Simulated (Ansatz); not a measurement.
## From three elastic constants to directional properties of GaNi

Level of theory: DFT LDA, scalar-relativistic, plane waves, PAW (Ansatz 0.2.0). Cutoff 420 eV, 14×14×14 k-points (Γ-centred), Fermi-Dirac smearing of 0.15 eV. No spin polarisation.

The cell, relaxed at this level:
```cif
data_structure
_symmetry_space_group_name_H-M 'P 1'
_symmetry_Int_Tables_number 1
_cell_length_a 2.8423
_cell_length_b 2.8423
_cell_length_c 2.8423
_cell_angle_alpha 90.000
_cell_angle_beta 90.000
_cell_angle_gamma 90.000
_cell_volume 22.96
loop_
_atom_site_label
_atom_site_type_symbol
_atom_site_fract_x
_atom_site_fract_y
_atom_site_fract_z
_atom_site_occupancy
Ga1 Ga 0.00000 0.00000 0.00000 1
Ni1 Ni 0.50000 0.50000 0.50000 1
```

In a metal, frequencies and elastic constants depend on the k mesh and the smearing, soft modes and shear constants most. Spin polarisation was left out, and a magnetic state may lie lower.

With ions relaxed, on the cubic axes: C11 = 212.9, C12 = 180.4, C44 = 98.3 GPa. The density is 9.287 g/cm³.

Problem. Is the crystal stable against strain, and how anisotropic is it?

Solution. Born's conditions hold: C11 + 2C12 = 573.8, C11 − C12 = 32.5 and C44 = 98.3 GPa are all positive. B = (C11 + 2C12)/3 = 191.3 GPa. The two shear moduli are C44 and C′ = (C11 − C12)/2 = 16.2 GPa, so Zener's ratio is A = C44/C′ = 6.05: the tetragonal shear C′ is the soft one, as in many fcc and bcc metals and zincblende crystals. The Cauchy pressure C12 − C44 is 82.1 GPa; it would vanish for pair forces between atoms on inversion centres at zero pressure, and a positive value is usual with metallic or many-body binding.

Problem. Give the sound speeds along the three symmetry directions.

Solution. The Christoffel equation gives ρv² for each branch:
| direction | branch | ρv² | GPa | v (m/s) |
| --- | --- | --- | --- | --- |
| [100] | L | C11 | 212.9 | 4788 |
| [100] | T (×2) | C44 | 98.3 | 3253 |
| [110] | L | (C11 + C12 + 2C44)/2 | 295.0 | 5636 |
| [110] | T, u ∥ [001] | C44 | 98.3 | 3253 |
| [110] | T, u ∥ [1-10] | (C11 − C12)/2 | 16.2 | 1323 |
| [111] | L | (C11 + 2C12 + 4C44)/3 | 322.3 | 5891 |
| [111] | T (×2) | (C11 − C12 + C44)/3 | 43.6 | 2167 |

Problem. How does Young's modulus depend on direction?

Solution. Inverting gives S11 = 21.100, S12 = -9.679, S44 = 10.173 TPa⁻¹. Along a unit vector (l, m, n), 1/E = S11 − 2(S11 − S12 − S44/2)(l²m² + m²n² + n²l²), where the last bracket is 0, 1/4 and 1/3 for [100], [110] and [111]: E = 47, 121 and 252 GPa. With A > 1 the body diagonal is stiffest. For a film on (001), the biaxial modulus is C11 + C12 − 2C12²/C11 = 88 GPa and the normal strain is −2C12/C11 = -1.69 times the in-plane one.